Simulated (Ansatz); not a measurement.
SiB:
```yaml
crystal:
  lattice:
    - [3.17357, 0.00000, 0.00000]
    - [-1.58679, 2.74839, 0.00000]
    - [0.00000, 0.00000, 5.83640]
  atoms:
    - { symbol: Si, position: [0.33333, 0.66667, 0.35713] }
    - { symbol: Si, position: [0.66667, 0.33333, 0.85713] }
    - { symbol: B, position: [0.33333, 0.66667, 0.01786] }
    - { symbol: B, position: [0.66667, 0.33333, 0.51786] }
```

Relaxed with r²SCAN.

Task: Map the electron localisation function on the plane through (0.333, 0.667, 0.357) spanned by u = [0, 0, 1] and v = [1, -1, 0] in lattice vectors, from r²SCAN (plane waves, PAW; program Ansatz).

Result: x is the fraction of u, y of v (the angle between them is 90°; rows are the nearest grid lines); atoms in the plane: Si at (0.00, 0.00), Si at (0.50, 0.33), B at (0.66, 0.00), B at (0.16, 0.33).
```
|632344310000145663000489998446|
|322355320000146764000489998423|
|223565320000246776312589997312|
|456654310000135677655567775434|
|455543210000124566554444544344|
|344332100000112344332222222233|
|222211000000011222211100001112|
|111100000000000111000000000001|
|000000000000000000000000000000|
|122211100000111222111000000011|
|334433222222223343321100000123|
|456654444544334555542100001234|
|567665566776534566653210001245|
|677654578888532346654210001246|
|677521379999621234554210001356|
|665100179999635522354210001256|
|676200179999623323454310001356|
|787632379998622346765311001357|
|888876678887544688886432112468|
|899987666776557899987554444568|
|899987654444467899987667765568|
|235676421001246787422589997422|
|322455320000246764100489998423|
|632344310000145663000489998446|
```
Scale: ten equal steps from 0.001 (start of '0') to 0.967 (end of '9'), in the order '0123456789'; x runs from 0.000 to 1.00, y from 0.000 (bottom) to 1.00 (top).

The density is the valence pseudo-density with augmentation charge, so density and ELF within about 1 Å of a nucleus are not all-electron values.

Space group P6_3mc (wurtzite). The first step of the workflow began from a Materials Project structure, measured or hypothetical; the Crystallography Open Database copy checked does not list it. Whether it is the stable phase at ambient conditions was not checked. The r²SCAN relaxation kept the symmetry of its start. At this level the phase is mechanically unstable. Its formation energy is positive at this level, so the cell may be metastable or incomplete.

Potentials: the later of the program's two PAW sets.
